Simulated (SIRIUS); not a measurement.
Set-up for a self-consistent single point of CsPbCl3 (Pm-3m, 5 atoms in the cell; from Materials Project mp-23037, changed as shown).

```xyz
5
Lattice="5.5662 0.0000 0.0000 0.0000 5.5662 0.0000 0.0000 0.0000 5.5662" Properties=species:S:1:pos:R:3 pbc="T T T"
Cs     0.0000     0.0000     0.0000
Pb     2.7831     2.7831     2.7831
Cl     0.0000     2.7831     2.7831
Cl     2.7831     0.0000     2.7831
Cl     2.7831     2.7831     0.0000
```

Computed with PBE, SSSP 1.1.2 precision PBE pseudopotentials (plane waves; SIRIUS 7.12.0).

SIRIUS settings:

```
setting                                                                     value
--------------------------------------  -----------------------------------------
parameters.ngridk                                                           4 4 4
parameters.xc_functionals                            [XC_GGA_X_PBE, XC_GGA_C_PBE]
parameters.gk_cutoff                                                 9.487 1/bohr
parameters.pw_cutoff                                                    30 1/bohr
parameters.smearing                                                   fermi_dirac
parameters.smearing_width                                           0.00183747 Ha
potentials                              SSSP 1.1.2 precision PBE pseudopotentials
parameters.electronic_structure_method                            pseudopotential
parameters.num_bands                                                           26
parameters.num_mag_dims                                                         0
parameters.num_dft_iter                                                       100
parameters.energy_tol                                                    1e-07 Ha
parameters.density_tol                                                      1e-06
mixer.type                                                               anderson
mixer.beta                                                                    0.7
mixer.use_hartree                                                            true
```

Task: Estimate, at this level of theory: gap on the k-point mesh and pressure.

Result: The run gave:

| Item | Result |
|---|---|
| Gap on the k-point mesh | 1.84 eV |
| Pressure | 2.53 GPa |

Gaps are taken between levels on the mesh.

For comparison: a first run was changed to give this one (lattice scaled by 0.98), and from it to this one the free energy rises by 21.6 meV/atom, the pressure goes from 0.76 to 2.53 GPa and the gap on the mesh goes from 2.102 to 1.839 eV.

Spin-orbit coupling is left out, which matters for bands and gaps with elements this heavy. The structure comes from a collection of computed structures, made at another level of theory; the collection holds predicted forms beside known ones.

Cost on one core: very roughly 7 core-minutes.
